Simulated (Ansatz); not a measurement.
## In₂Au, first-principles data

In2Au (fluorite or antifluorite type, Fm-3m), a = b = c = 6.464 Å, α = β = γ = 90.00°; the cell used has 3 atoms.

Space group Fm-3m (No. 225), fluorite or antifluorite type; conventional cell a = b = c = 6.4641 Å, α = β = γ = 90.00°.

Method: LDA (plane waves, PAW; program Ansatz). Geometry: relaxed at this level of theory. Other levels are named where they apply.

### Cell and energy

| Quantity | Result |
|---|---|
| Volume per atom | 22.51 Å³ |
| Density | 10.49 g/cm³ |
| Formation energy from the elements (no fitted shifts) | -0.27 eV/atom |

### Electronic structure

| Item | Value |
|---|---|
| Electronic character | metallic (no gap) |
| Density of states at the Fermi level | 0.34 states/eV per atom (mean over ±0.08 eV) |

### Mechanics

| Item | Value |
|---|---|
| Bulk modulus (Birch–Murnaghan fit) | 786 kbar |
| Pressure derivative B′ | 6.2 |
| Elastic constants (relaxed ions, GPa) | C11 = 103, C12 = 65.0, C44 = 27.2 |
| Mechanical stability | stable (all eigenvalues of C positive) |
| Hill bulk and shear moduli | 77.5 and 23.5 GPa |
| Young's modulus | 64.0 GPa |
| Poisson's ratio | 0.36 |
| Debye temperature from the elastic constants | 178 K |

### Phonons

| Property | Result |
|---|---|
| Highest zone-centre frequency | 127 cm⁻¹ |
| Zone-centre stability | no imaginary mode at Γ |

The workflow started from a Materials Project entry (that database holds measured and hypothetical structures alike); the Crystallography Open Database files this formula in space group No. 225, but the cells were not matched. Whether it is the stable phase at ambient conditions was not checked. The cell was relaxed with LDA under the symmetry of its start. As this level gives no gap, shear constants depend on the k-mesh and smearing (Fermi–Dirac, 0.1 eV here). As this level gives no gap, phonon frequencies hold no LO–TO term and depend on the k-mesh and smearing (Fermi–Dirac, 0.1 eV here). The references are the lowest solids computed at this level, not always the standard phases. Spin–orbit coupling is left out wherever it is not named.

Potentials: the later of the program's two PAW sets.
